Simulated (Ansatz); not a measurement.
## Chalcopyrite alloy of ZnGeP2 and ZnSiP2 (13 of 16 Ge sites exchanged), 64 atoms

Ansatz, PAW, plane waves. PBEsol relaxation of cell lengths and atoms (angles held) at the single k point (¼, ¼, ¼) without its symmetry partners; single points on the relaxed atoms at the Γ point alone, onto which points of the small cell's zone fold. Arrangement: quasirandom. No spin–orbit coupling unless named.

Relaxed structure:

```
Zn Si Ge P
1.0
    10.73372   -0.00006   -0.00002
    -0.00006   10.73424   -0.00002
    -0.00002   -0.00002   10.49091
Zn Si Ge P
16 13 3 32
Direct
  0.99940 0.00062 0.99983
  0.99888 0.49971 0.99855
  0.49956 0.99962 0.00217
  0.49981 0.50179 0.00085
  0.99918 0.24916 0.25076
  0.99974 0.75084 0.25057
  0.50068 0.24973 0.24888
  0.50059 0.74967 0.24843
  0.24861 0.99961 0.75109
  0.24978 0.50066 0.75020
  0.75160 0.99836 0.75227
  0.75148 0.50063 0.75029
  0.24784 0.24958 0.50049
  0.24845 0.75067 0.50204
  0.75064 0.25186 0.49850
  0.75055 0.74977 0.50045
  0.00008 0.00039 0.49955
  0.99944 0.50028 0.50041
  0.50108 0.50196 0.49962
  0.24896 0.00064 0.24875
  0.75146 0.00003 0.24825
  0.75060 0.50088 0.24972
  0.24928 0.24920 0.99929
  0.24938 0.75129 0.99849
  0.75176 0.25095 0.00095
  0.75064 0.75045 0.99941
  0.99999 0.25064 0.74944
  0.99999 0.75081 0.74929
  0.50001 0.74997 0.75079
  0.50135 0.00017 0.49870
  0.25038 0.50150 0.24962
  0.50131 0.25235 0.75094
  0.13088 0.12536 0.12459
  0.12819 0.62798 0.12060
  0.63326 0.12506 0.12452
  0.63321 0.62531 0.12443
  0.11701 0.12416 0.62544
  0.11668 0.62449 0.62524
  0.62535 0.12516 0.62549
  0.61822 0.62506 0.62584
  0.37005 0.37199 0.12069
  0.36646 0.87416 0.12510
  0.86868 0.37514 0.12577
  0.86831 0.87472 0.12388
  0.37136 0.12092 0.37111
  0.37758 0.62289 0.37839
  0.87420 0.11711 0.37457
  0.87494 0.61776 0.37501
  0.12151 0.37982 0.37736
  0.12500 0.88265 0.37499
  0.62443 0.38321 0.37381
  0.62842 0.87852 0.37004
  0.12474 0.36752 0.87423
  0.12343 0.86817 0.87444
  0.62888 0.37264 0.87967
  0.62410 0.86766 0.87585
  0.37909 0.37791 0.62069
  0.37956 0.87312 0.62830
  0.88194 0.37533 0.62477
  0.88239 0.87513 0.62452
  0.37257 0.12881 0.87734
  0.37457 0.63239 0.87517
  0.87527 0.13316 0.87502
  0.87508 0.63326 0.87402
```

Task: What are the mean bond lengths by pair (pairs within 1.2 times the sum of covalent radii, less contacts 15 % beyond the pair's median; cation–cation pairs of compounds aside; long ionic contacts are cut short by that bound)?

Result: Ge–P 2.323 ± 0.005 Å (standard deviation, 12 bonds); P–Si 2.257 ± 0.005 Å (standard deviation, 52 bonds); P–Zn 2.345 ± 0.006 Å (standard deviation, 64 bonds).

Task: What gap lies between the top filled and the lowest empty level in the single points?

Result: HSE06 1.97 eV (6.1 min on 7 threads of Neoverse-V2).
